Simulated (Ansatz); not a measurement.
La₂O₃ (A-La2O3 type, space group P-3m1)

```xyz
5
Lattice="3.9353 0.0000 0.0000 -1.9676 3.4080 0.0000 0.0000 0.0000 6.1263" Properties=species:S:1:pos:R:3 pbc="T T T"
La     0.0000     2.2720     1.5079
La     1.9676     1.1360     4.6184
O      0.0000     0.0000     0.0000
O      0.0000     2.2720     3.9583
O      1.9676     1.1360     2.1680
```

Grid over V/V₀ and (c/a)/(c/a)₀, subscript 0 meaning the relaxed cell; the conventional c axis lies along z; no internal relaxation.

These are r2SCAN (plane waves to 500 eV, PAW, scalar-relativistic; Ansatz, a first-principles code) values and carry that method's errors. k mesh 10×10×6 (Γ-centred), Fermi-Dirac smearing 0.05 eV. Compression counts positive. As the atoms are clamped, bonds stretch with the cell, which overstates energies and stresses. La2O3 is run without spin polarisation. La2O3 was relaxed with its symmetry unable to fall.

Changes of σxx (GPa) from the point V/V₀ = 1.000, (c/a)/(c/a)₀ = 1.000 when one coordinate moves alone (two changes are said to add if the coupling is within 5 % of the smaller one, nearly so within 20 %):

```tsv
point	change
V/V₀ = 1.000, (c/a)/(c/a)₀ = 0.920	-3.89
V/V₀ = 1.000, (c/a)/(c/a)₀ = 0.947	-2.73
V/V₀ = 1.000, (c/a)/(c/a)₀ = 0.973	-1.43
V/V₀ = 0.920, (c/a)/(c/a)₀ = 1.000	14.97
V/V₀ = 0.947, (c/a)/(c/a)₀ = 1.000	9.26
V/V₀ = 0.973, (c/a)/(c/a)₀ = 1.000	4.31
V/V₀ = 1.027, (c/a)/(c/a)₀ = 1.000	-3.74
V/V₀ = 1.053, (c/a)/(c/a)₀ = 1.000	-6.99
V/V₀ = 1.080, (c/a)/(c/a)₀ = 1.000	-9.82
V/V₀ = 1.000, (c/a)/(c/a)₀ = 1.027	1.55
V/V₀ = 1.000, (c/a)/(c/a)₀ = 1.053	3.20
V/V₀ = 1.000, (c/a)/(c/a)₀ = 1.080	4.94
```

Question: Do the two effects add at V/V₀ = 1.080, (c/a)/(c/a)₀ = 1.053? Give the computed change.

Answer: The sum of the single changes is -9.82 + (3.20) = -6.62; the calculation gives -7.38, so the coupling contributes -0.76 (over 20 % of the smaller single change, not additive).

Question: What is the change at V/V₀ = 1.080, (c/a)/(c/a)₀ = 0.920, where both move, and how far is it from the sum?

Answer: The sum of the single changes is -9.82 + (-3.89) = -13.71; the calculation gives -12.57, so the coupling contributes 1.14 (over 20 % of the smaller single change, not additive).

Question: What is the change at V/V₀ = 1.027, (c/a)/(c/a)₀ = 1.053, where both move, and how far is it from the sum?

Answer: The sum of the single changes is -3.74 + (3.20) = -0.54; the calculation gives -0.82, so the coupling contributes -0.28 (under 20 % of the smaller single change, nearly additive).

(Under strain, the slope of the energy per volume gives the stress and its curvature an elastic modulus.)
